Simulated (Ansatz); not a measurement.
BC$_{5}$:
Space group P3m1 (No. 156); a = b = 2.552 Å, c = 6.391 Å, α = β = 90.00°, γ = 120.00°

```csv
atom,site,symmetry,x,y,z
B,1a,3m.,0.0000,0.0000,0.0038
C,1b,3m.,0.3333,0.6667,0.1109
C,1b,3m.,0.3333,0.6667,0.3461
C,1c,3m.,0.6667,0.3333,0.4287
C,1c,3m.,0.6667,0.3333,0.6720
C,1a,3m.,0.0000,0.0000,0.7507
```

Relaxed at zero pressure with PBE (plane waves, PAW; program Ansatz).

### Question
The volume is raised by 9 % and shape and atoms relax at that volume. What pressure results, and how do the axes share the change?

### Answer
-27.5 GPa; a 3.0 %, b 3.0 %, c 2.7 %; the energy rises by 50 meV/atom.

### Question
Give the new structure.

### Answer

Space group P3m1 (No. 156); a = b = 2.629 Å, c = 6.564 Å, α = β = 90.00°, γ = 120.00°

```json
[
 {"atom": "B", "site": "1a", "symmetry": "3m.", "x": "0.0000", "y": "0.0000", "z": "0.0044"},
 {"atom": "C", "site": "1b", "symmetry": "3m.", "x": "0.3333", "y": "0.6667", "z": "0.1118"},
 {"atom": "C", "site": "1b", "symmetry": "3m.", "x": "0.3333", "y": "0.6667", "z": "0.3455"},
 {"atom": "C", "site": "1c", "symmetry": "3m.", "x": "0.6667", "y": "0.3333", "z": "0.4288"},
 {"atom": "C", "site": "1c", "symmetry": "3m.", "x": "0.6667", "y": "0.3333", "z": "0.6711"},
 {"atom": "C", "site": "1a", "symmetry": "3m.", "x": "0.0000", "y": "0.0000", "z": "0.7505"}
]
```

The phase is kept; no other phase was compared at this pressure.

The start of the workflow was typed in or built on a structure type; the Crystallography Open Database copy checked does not list it. Whether it is the stable phase at ambient conditions was not checked. The PBE relaxation kept the symmetry of its start; its stability against distortions is not shown here. Its formation energy is positive at this level, so the cell may be metastable or incomplete.

Potentials: the earlier of the program's two PAW sets.
